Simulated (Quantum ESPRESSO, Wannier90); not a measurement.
# Tight-binding from DFT: InP (zinc blende)

```xyz
2
Lattice="0.0000 2.9520 2.9520 2.9520 0.0000 2.9520 2.9520 2.9520 0.0000" Properties=species:S:1:pos:R:3 pbc="T T T"
In     0.0000     0.0000     0.0000
P     -1.4760    -1.4760    -1.4760
```

Materials Project entry mp-20351; symmetrised, unrelaxed at this level. COD (Crystallography Open Database) has an entry of this formula and space group (matched by these alone). Level: LDA, no spin polarisation, no spin-orbit coupling; pw.x of Quantum ESPRESSO at 56 Ry with PseudoDojo potentials, 10×10×10 k-points, Wannier90. Density: 10×10×10 mesh, Gaussian smearing 0.01 Ry. Spin-orbit coupling is left out although heavy elements are present.

Valence charges of the files: In 13, P 5. 20 bands were computed.

Isolated groups of bands, relative to the valence-band maximum (bands from 10 on overlap up to the last one computed):

```tsv
bands	from (eV)	to (eV)	filling	weight on atomic waves
1–5	-14.34	-14.00	filled	In 4d 98 %
6	-11.41	-9.01	filled	P 3s 58 %, In 5p 23 %, In 5s 12 %
7–9	-5.78	0.00	filled	P 3p 62 %, In 5p 21 %, In 5s 13 %
```

Wanted is a model with the orbitals In s p, P s p, without the filled groups that are mainly made of other shells (semicore states, and anion s where it isn't named); all higher bands stay in for disentanglement.

**Question.** Give num_wann, exclude_bands and num_bands, and the number of electrons that the model holds.

**Answer.** Electrons: 1×13 + 1×5 = 18, which fill 9 bands.
num_wann = 1×4 + 1×4 = 8.
exclude_bands = 1-5, 5 bands, so num_bands = 20 − 5 = 15.
The model holds 18 − 2×5 = 8 electrons. With the window frozen to 1.87 eV it follows pw.x to 2.8 meV rms (states up to 1.4 eV relative to the valence-band maximum).
